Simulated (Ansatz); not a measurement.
Independent-particle absorption of SiC$_{2}$N$_{4}$ (Pn-3m, a = 6.669 Å, b = 6.669 Å, c = 6.669 Å, α = 90.00°, β = 90.00°, γ = 90.00°), no local fields or excitons, 0.1 eV broadening. Method: Ansatz, DFT PBEsol, scalar-relativistic, plane waves, PAW.

Cutoff 420 eV; k points 4×4×4 on the computed 14-atom cell (Γ-centred); Gaussian smearing, width 0.02 eV; no spin polarisation. The spectrum is summed on a 6×6×6 mesh.

```
CELL_PARAMETERS angstrom
6.66904 0.00000 0.00000
0.00000 6.66904 0.00000
0.00000 0.00000 6.66904
ATOMIC_POSITIONS crystal
Si 0.50000 0.50000 0.50000
Si 0.00000 0.00000 0.00000
C 0.75000 0.25000 0.25000
C 0.25000 0.25000 0.75000
C 0.75000 0.75000 0.75000
C 0.25000 0.75000 0.25000
N 0.14552 0.85448 0.14552
N 0.64552 0.64552 0.64552
N 0.85448 0.85448 0.85448
N 0.35448 0.64552 0.35448
N 0.35448 0.35448 0.64552
N 0.64552 0.35448 0.35448
N 0.14552 0.14552 0.85448
N 0.85448 0.14552 0.14552
```

photon energy (eV), ε2,zz and a bar:
```
      0.0       0.00
      0.4       0.00
      0.8       0.00
      1.2       0.00
      1.6       0.00
      2.0       0.00
      2.4       0.00
      2.8       0.00
      3.2       0.00
      3.6       0.00
      4.0       0.00
      4.4       1.51 ######
      4.8       7.32 ##############################
      5.2       3.91 ################
      5.6       3.93 ################
      6.0       3.80 ################
      6.4       2.71 ###########
      6.8       2.10 #########
      7.2       1.83 #######
      7.6       0.82 ###
      8.0       0.65 ###
      8.4       0.46 ##
      8.8       0.38 ##
      9.2       0.34 #
      9.6       0.54 ##
     10.0       0.60 ##
     10.4       0.58 ##
     10.8       0.70 ###
     11.2       0.67 ###
     11.6       0.71 ###
     12.0       0.96 ####
     12.4       0.95 ####
     12.8       1.30 #####
     13.2       1.26 #####
     13.6       1.10 #####
     14.0       1.05 ####
```

The strongest peak lies near 5.0 eV. ε∞ (xx, yy, zz) = 3.0, 3.0, 3.0.

Cost: 1 run of about 1.9 core-minutes, on Intel Xeon 6975P-C (Granite Rapids) (shared hosts).